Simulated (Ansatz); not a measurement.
The elements of this relaxed trial crystal are hidden behind letters.

```
lattice vectors (Å)
   4.7997    0.0000    0.0000
   0.0000    4.7997    0.0000
   0.0000    0.0000    6.0045
fractional positions
X 0.0000 0.0000 0.6651
Z 0.0000 0.5000 0.9804
Z 0.5000 0.0000 0.9804
Z 0.0000 0.0000 0.2052
Q 0.5000 0.5000 0.1561
Q 0.5000 0.5000 0.7781
```

All numbers below come from DFT PBE, scalar-relativistic, plane waves, PAW in Ansatz 0.2.0. Cutoff 420 eV, Γ-centred 8×8×8 mesh (6-atom cell), Gaussian smearing of 0.10 eV, no spin polarisation.

- Space group: P4mm (No. 99)
- Conventional cell: a = 4.800 Å, c = 6.004 Å
- Volume per atom: 23.05 Å³
- Density: 4.63 g/cm³
- Energy over the elements: +0.19 eV/atom
- Gap on the 8×8×8 mesh of the 6-atom cell: 0 eV (a metal)

Energies are uncorrected and count from the elements' standard states at the same level.

Question: X is a p-block element of period 5, Z is a p-block element of period 4 and Q is a p-block element of period 3. Which elements are they?

Answer: X = In, Z = Ga, Q = P, so the formula is InGa3P2. Density times volume gives a mean mass of 4.63 × 23.05/1.6605 = 64.3 u per atom, and this set has 64.3 u. In is surrounded by 1 Ga at 2.76 Å, 4 Ga at 3.06 Å, 1 Ga at 3.24 Å and 4 P at 3.46 Å; Ga on a site of symmetry 2mm is surrounded by 4 P at 2.62–2.69 Å, 2 Ga at 2.75 Å, 2 In at 3.06 Å and 4 Ga at 3.39 Å; around P on its first site lie 1 P at 2.27 Å, 4 Ga at 2.62 Å and 4 Ga at 3.41 Å; 2 more sites not described. Other sets within the hints have nearly the same mass, so mass alone doesn't settle it; this one was computed.

Symmetry constrained the relaxation, so the result can be a saddle point. Another cell of InGa3P2 relaxed alike, in Fmmm, lies 85 meV/atom lower, so this cell isn't the stable form at this level.
